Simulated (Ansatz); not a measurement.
## NdHf under compression: one row to predict

The cell was found from a structure generator's guess, not taken from experiment.

Level of theory: DFT PBE, scalar-relativistic, plane waves, PAW, and for the lanthanide a 4f-in-core norm-conserving potential (Ansatz 0.2.0). Cutoff 660 eV, Γ-centred 10×10×4 mesh (4-atom cell), Gaussian smearing of 0.10 eV, no spin polarisation.

```cif
data_structure
_symmetry_space_group_name_H-M 'P4/nmm:1'
_symmetry_Int_Tables_number 129
_cell_length_a 3.3115
_cell_length_b 3.3115
_cell_length_c 10.2460
_cell_angle_alpha 90.000
_cell_angle_beta 90.000
_cell_angle_gamma 90.000
_cell_volume 112.36
loop_
_atom_site_label
_atom_site_type_symbol
_atom_site_symmetry_multiplicity
_atom_site_Wyckoff_symbol
_atom_site_fract_x
_atom_site_fract_y
_atom_site_fract_z
_atom_site_occupancy
Nd1 Nd 2 c 0.00000 0.50000 0.15029 1
Hf1 Hf 2 c 0.00000 0.50000 0.59962 1
```

The cell was set to several volumes, with shape and atoms relaxed at each where symmetry leaves them free. Pressure is positive in compression, and energies count from the lowest row. No row has a gap on its mesh.

```csv
row,V (Å³/atom),P (GPa),ΔE (meV/atom)
1,24.718,8.23,76.7
2,25.561,?,?
3,26.403,3.47,17.2
4,27.246,1.65,4.2
5,28.089,0.00,0.0
6,28.931,-1.46,3.9
7,29.774,-2.72,14.9
8,30.898,-4.14,39.0
```

Question: Find B = −V·ΔP/ΔV from rows 4 and 6 and from rows 1 and 3, and from the two its slope B′ and its value B0 at zero pressure.

Answer: Rows 4 and 6 give −(27.246 + 28.931)/2 × (-1.46 − (1.65))/(28.931 − 27.246) = 51.8 GPa at a mean pressure of 0.09 GPa. Rows 1 and 3 give −(24.718 + 26.403)/2 × (3.47 − (8.23))/(26.403 − 24.718) = 72.2 GPa at a mean pressure of 5.85 GPa. So B′ = (72.2 − 51.8)/(5.85 − (0.09)) = 3.54 and B0 = 51.8 − 3.54 × (0.09) = 51.5 GPa. A third-order Birch–Murnaghan fit to all the energies gives B0 = 50.7 GPa and B′ = 3.5.

Question: Estimate the pressure and energy of row 2.

Answer: From row 5, V0 = 28.089 × (1 + (0.00)/51.5) = 28.089 Å³/atom. Murnaghan's form P = (B0/B′)·[(V0/V)^B′ − 1] gives (51.5/3.54) × [(28.089/25.561)^3.54 − 1] = 5.77 GPa; the computed pressure is 5.66 GPa, so the estimate is off by +0.11 GPa. The work of compression from row 3, with the mean of the two pressures, gives ΔE = 17.2 + (5.77 + 3.47)/2 × (26.403 − 25.561)/160.2 × 1000 = 41.5 meV/atom (1 eV/Å³ = 160.2 GPa); the computed value is 40.6 meV/atom.

Spin–orbit coupling, which can matter for Hf, is left out. All volumes keep the k mesh of the relaxed cell. A later test with randomly moved atoms came back to the same energy, though modes that don't fit the test's cell weren't probed.

The lanthanide is trivalent by construction, without f bands, f moments or other valences.
